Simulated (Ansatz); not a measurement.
The start is a relaxed GaIr cell, doubled along one cell vector, shaken by Gaussian noise of σ = 0.08 Å a coordinate. Cell shape, volume and atoms are optimised at zero target pressure with PBEsol (plane waves to 420 eV, PAW, scalar-relativistic; Ansatz, a first-principles code). The first steps use a coarse 5×9×9 k-mesh.

Initial structure:
```
CELL_PARAMETERS angstrom
      4.09329     2.36326    13.36720
     -2.04664     1.18163     6.68360
      0.00000    -2.36326     6.68360
ATOMIC_POSITIONS crystal
  Ga 0.48211 0.97271 0.98065
  Ga 0.98502 0.96522 0.97351
  Ga 0.12458 0.22559 0.20749
  Ga 0.60376 0.22519 0.25380
  Ga 0.36579 0.73307 0.71294
  Ga 0.84340 0.75276 0.73160
  Ir 0.06050 0.14537 0.08277
  Ir 0.56972 0.09953 0.07425
  Ir 0.17146 0.36193 0.37273
  Ir 0.69308 0.31897 0.35388
  Ir 0.43660 0.80639 0.87706
  Ir 0.94556 0.82236 0.84612
```

**Question.** Which atoms feel the largest initial force, and how large is it?

**Answer.** 4.19 eV/Å, on Ga3 (atoms numbered as listed).

**Question.** How much energy is released per atom?

**Answer.** 0.11 eV/atom.

**Question.** Does it find its way back to the structure it was made from?

**Answer.** It relaxes back to the parent, R3m (No. 160).

**Question.** How do the shortest distances between atoms change?

**Answer.** The closest pairs of elements (up to four, under 3.6 Å), start → end: Ga–Ir 2.23 → 2.46 Å; Ir–Ir 2.57 → 2.78 Å; Ga–Ga 2.75 → 2.79 Å.

**Question.** Is the relaxed structure metallic? Give its gap.

**Answer.** No gap (metallic).

Final structure:

```cif
data_Ga9Ir9
_chemical_formula_sum 'Ga9 Ir9'
_space_group_name_H-M_alt 'R3m :H'
_space_group_IT_number 160
_space_group_name_Hall 'R 3 -2"'
_cell_length_a 4.09328
_cell_length_b 4.09328
_cell_length_c 20.05177
_cell_angle_alpha 90.000
_cell_angle_beta 90.000
_cell_angle_gamma 120.000
loop_
_atom_site_label
_atom_site_type_symbol
_atom_site_symmetry_multiplicity
_atom_site_Wyckoff_symbol
_atom_site_fract_x
_atom_site_fract_y
_atom_site_fract_z
_atom_site_occupancy
Ga1 Ga 3 a 0.00000 0.00000 0.02110 1
Ga2 Ga 3 a 0.00000 0.00000 0.76176 1
Ga3 Ga 3 a 0.00000 0.00000 0.26968 1
Ir1 Ir 3 a 0.00000 0.00000 0.88489 1
Ir2 Ir 3 a 0.00000 0.00000 0.63754 1
Ir3 Ir 3 a 0.00000 0.00000 0.14511 1
```
(The calculation used a cell of 6 atoms; values per cell refer to that cell.)

Final values are on a 13×13×13 k-mesh of the relaxed cell. No spin polarisation in the result.

The relaxed structure here is a generated cell of GaIr: the first start was made by placing the elements on the sites of a structure type, and the end was not matched to a known phase here, so it may be hypothetical.
